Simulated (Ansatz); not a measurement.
One stationary structure of CdS. Space group P6₃mc (No. 186), wurtzite type. All values below come from PBE (plane waves to 420 eV, PAW, scalar-relativistic; Ansatz, a quantum-chemistry and plane-wave program).

Space group P6₃mc (No. 186); a = b = 4.196 Å, c = 6.832 Å, α = β = 90.00°, γ = 120.00°

```
atom  site  symmetry       x       y       z
----  ----  --------  ------  ------  ------
Cd      2b       3m.  0.6667  0.3333  0.4993
S       2b       3m.  0.3333  0.6667  0.3755
```

Task: Predict the band gap from PBE.

Result: 1.11 eV, direct at Γ (no spin-orbit coupling).

No spin polarisation in the result.

Measured for CdS: a 4.136 Å (as listed in Ankan Biswas, S.R. Meher, Deepak K. Kaushik, Journal of Physics Conference Series (2022)); c 6.714 Å (as listed in Ankan Biswas, S.R. Meher, Deepak K. Kaushik, Journal of Physics Conference Series (2022)). Computed minus measured — a: PBE +1.5 %; c: PBE +1.8 %. The computed values are for a static lattice.

The run could not lose the symmetry of its start.
